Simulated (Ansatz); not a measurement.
Relaxation of a generated trial cell of Si3N4 in a common structure type; 14 atoms in the cell, which starts as I-43d (No. 220), cI28; a = 5.974 Å, b = 5.974 Å, c = 5.974 Å, α = 90.00°, β = 90.00°, γ = 90.00°. Level of theory: r2SCAN (plane waves to 500 eV, PAW, scalar-relativistic; Ansatz, a first-principles code). Γ-centred k-mesh 6×6×6 on the run's cell, Fermi–Dirac smearing 0.05 eV. 

The optimiser's lines from the output (shortened; P is positive under compression):

```
relax step   1: F+E_penalty+E_count = -6903.40132536 eV  Δ(F+E_penalty+E_count) = +0.000e0 eV  max|allowed force component| = 2.193e0 eV/Å  Δτ_max = 0.0000 Å  P = -3.511 GPa  Ω = 106.610 Å³  (8 SCF iters, dr2 threshold 1.00e-7 eV, accepted)
relax step   2: F+E_penalty+E_count = -6906.12331054 eV  Δ(F+E_penalty+E_count) = -2.722e0 eV  max|allowed force component| = 2.475e0 eV/Å  Δτ_max = 0.0827 Å  P = -4.470 GPa  Ω = 105.776 Å³  (6 SCF iters, dr2 threshold 1.40e-6 eV, accepted)
relax step   3: F+E_penalty+E_count = -6912.58684474 eV  Δ(F+E_penalty+E_count) = -6.464e0 eV  max|allowed force component| = 2.150e0 eV/Å  Δτ_max = 0.1950 Å  P = +6.168 GPa  Ω = 103.842 Å³  (7 SCF iters, dr2 threshold 1.40e-6 eV, accepted)
relax step   4: F+E_penalty+E_count = -6917.93814716 eV  Δ(F+E_penalty+E_count) = -5.351e0 eV  max|allowed force component| = 1.697e0 eV/Å  Δτ_max = 0.1950 Å  P = +9.035 GPa  Ω = 109.014 Å³  (7 SCF iters, dr2 threshold 1.40e-6 eV, accepted)
relax step   5: F+E_penalty+E_count = -6922.81418194 eV  Δ(F+E_penalty+E_count) = -4.876e0 eV  max|allowed force component| = 1.491e0 eV/Å  Δτ_max = 0.1965 Å  P = +6.793 GPa  Ω = 117.559 Å³  (7 SCF iters, dr2 threshold 1.40e-6 eV, accepted)
relax step   6: F+E_penalty+E_count = -6926.68033379 eV  Δ(F+E_penalty+E_count) = -3.866e0 eV  max|allowed force component| = 1.011e0 eV/Å  Δτ_max = 0.1957 Å  P = +8.179 GPa  Ω = 123.643 Å³  (7 SCF iters, dr2 threshold 1.40e-6 eV, accepted)
relax step   7: F+E_penalty+E_count = -6928.94752713 eV  Δ(F+E_penalty+E_count) = -2.267e0 eV  max|allowed force component| = 4.938e-1 eV/Å  Δτ_max = 0.2000 Å  P = -8.366 GPa  Ω = 135.907 Å³  (7 SCF iters, dr2 threshold 1.40e-6 eV, accepted)
relax step   8: F+E_penalty+E_count = -6929.39313144 eV  Δ(F+E_penalty+E_count) = -4.456e-1 eV  max|allowed force component| = 1.502e-1 eV/Å  Δτ_max = 0.1532 Å  P = +2.573 GPa  Ω = 132.844 Å³  (6 SCF iters, dr2 threshold 1.40e-6 eV, accepted)
relax step   9: F+E_penalty+E_count = -6929.43955044 eV  Δ(F+E_penalty+E_count) = -4.642e-2 eV  max|allowed force component| = 1.656e-3 eV/Å  Δτ_max = 0.0365 Å  P = +0.003 GPa  Ω = 133.596 Å³  (6 SCF iters, dr2 threshold 1.40e-6 eV, accepted)
relax step  10: F+E_penalty+E_count = -6929.45835180 eV  Δ(F+E_penalty+E_count) = -1.880e-2 eV  max|allowed force component| = 1.663e-3 eV/Å  Δτ_max = 0.0000 Å  P = +0.242 GPa  Ω = 133.596 Å³  stress off target by 2.42e-1 GPa  SCF on the basis re-selected at this cell (its energy is not comparable with the rows above)  (6 SCF iters)
relax step  11: F+E_penalty+E_count = -6929.45842205 eV  Δ(F+E_penalty+E_count) = -7.025e-5 eV  max|allowed force component| = 1.507e-4 eV/Å  Δτ_max = 0.0007 Å  P = +0.017 GPa  Ω = 133.711 Å³  (4 SCF iters, dr2 threshold 1.46e-7 eV, accepted)
relax step  12: F+E_penalty+E_count = -6929.45845504 eV  Δ(F+E_penalty+E_count) = -3.299e-5 eV  max|allowed force component| = 1.654e-4 eV/Å  Δτ_max = 0.0000 Å  P = +0.017 GPa  Ω = 133.711 Å³  stress off target by 1.68e-2 GPa  SCF on the basis re-selected at this cell (its energy is not comparable with the rows above)  (5 SCF iters)
```

From the first to the last row the energy changes by -1.86 eV/atom and the volume by +25.4 %. The last row is marked as not comparable with the walk above it, whose basis was carried along; it does compare with step 1, since both stand on a basis selected at the nominal cutoff for their own cell.

 The final structure: I-43d (No. 220), cI28; a = 6.4427 Å, b = 6.4427 Å, c = 6.4427 Å, α = 90.00°, β = 90.00°, γ = 90.00°. Between re-selections the logged energies stand on a plane-wave basis carried along with the cell. No spin polarisation in the result.

The run could not lose the symmetry of its start.

The first start was generated by placing the elements on the sites of a structure type. A measured structure of Si3N4 has the same space group, I-43d (No. 220); the sites were not compared with it. Another known form has space group No. 176.
